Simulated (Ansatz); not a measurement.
NaF:
```xyz
4
Lattice="3.8922 0.0000 0.0000 -1.9461 3.3708 0.0000 0.0000 0.0000 4.5846" Properties=species:S:1:pos:R:3 pbc="T T T"
Na     0.0000     2.2472     3.4384
F      1.9461     1.1236     3.4384
Na     1.9461     1.1236     1.1461
F      0.0000     2.2472     1.1461
```

Relaxed with PBEsol. Independent-particle spectrum: no excitons, no local fields, no scissors shift; 0.1 eV broadening; ε₁ of the summed bands alone.

Question: Tabulate the dielectric function from PBEsol in the plane-wave PAW code Ansatz.

Answer: 

```
E (eV)  ε₁ xx  ε₂ xx  ε₁ zz  ε₂ zz
------  -----  -----  -----  -----
0.0      1.63   0.00   1.62   0.00
0.4      1.63   0.00   1.62   0.00
0.8      1.64   0.00   1.62   0.00
1.2      1.64   0.00   1.63   0.00
1.6      1.65   0.00   1.63   0.00
2.0      1.66   0.00   1.64   0.00
2.4      1.67   0.00   1.65   0.00
2.8      1.68   0.00   1.67   0.00
3.2      1.70   0.00   1.68   0.00
3.6      1.72   0.00   1.70   0.00
4.0      1.75   0.00   1.73   0.00
4.4      1.79   0.00   1.77   0.00
4.8      1.84   0.00   1.82   0.00
5.2      1.92   0.00   1.90   0.00
5.6      2.05   0.00   2.14   0.10
6.0      2.30   0.30   2.05   0.37
6.4      2.14   0.52   1.95   0.47
6.8      2.02   0.62   1.86   0.51
7.2      1.91   0.68   1.79   0.54
7.6      1.83   0.71   1.73   0.55
8.0      1.76   0.73   1.68   0.55
8.4      1.71   0.75   1.64   0.55
8.8      1.66   0.77   1.59   0.52
9.2      1.66   0.82   1.60   0.44
9.6      1.37   0.94   1.61   0.41
10.0     1.32   0.69   1.74   0.39
10.4     1.49   0.64   1.93   0.43
10.8     1.44   0.88   1.87   1.04
11.2     1.23   0.77   1.58   0.92
11.6     1.22   0.63   1.41   0.87
12.0     1.29   0.64   1.49   0.80
```

With all bands, ε∞ without local fields is 1.80 (xx = yy), 1.78 (zz). DFPT, with local fields, gives 1.75 (xx = yy), 1.75 (zz).

Space group P6_3/mmc. The start of the workflow was typed in or built on a structure type; neither database checked (COD, Materials Project) lists it. It is not the phase usual at ambient conditions (space group No. 225). Symmetry was held in the PBEsol relaxation; phonons on a q-mesh show no instability.

Potentials: the later of the program's two PAW sets.
